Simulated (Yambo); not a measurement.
**Convergence of the G0W0 gap of Cs2CaP2O7**

G0W0@LDA for Cs$_{2}$CaP$_{2}$O$_{7}$ (space group Cm, No. 8) in Yambo. Reference settings: 2×2×2 Γ-centred k mesh, 303 bands and a 7 Ry block in the screening, 303 bands in G with the Bruneval-Gonze terminator, plasmon pole fitted at 27.2 eV. The LDA gap Γ → Γ on this mesh is 4.69 eV; G0W0 gaps are taken between the same points.

```
change from the reference       G0W0 gap Γ → Γ (eV)  shift of the valence edge (eV)        rough Yambo cost
------------------------------  -------------------  ------------------------------  ----------------------
reference settings                             7.23                           -1.33                       1
118 bands in W, 118 bands in G                 7.42                           -1.16               about 1/3
197 bands in W, 197 bands in G                 7.26                           -1.26  within a factor of two
197 bands in G, no terminator                  7.05                           -0.94                       –
no terminator                                  7.14                           -1.12                       –
```

The reference isn't shown to be the converged limit. Costs are rough (shared machines), scaled to the same edge states, and given only for runs that recompute the screening.

Geometry of the Materials Project entry, not relaxed at this level; primitive cell a = b = 6.008 Å, c = 7.496 Å, α = β = 113.66°, γ = 60.05°.

The structure is a Materials Project entry; no match was found in the copy of COD used, and its stability was not checked.

A shift is the quasiparticle energy of the state minus its LDA energy.
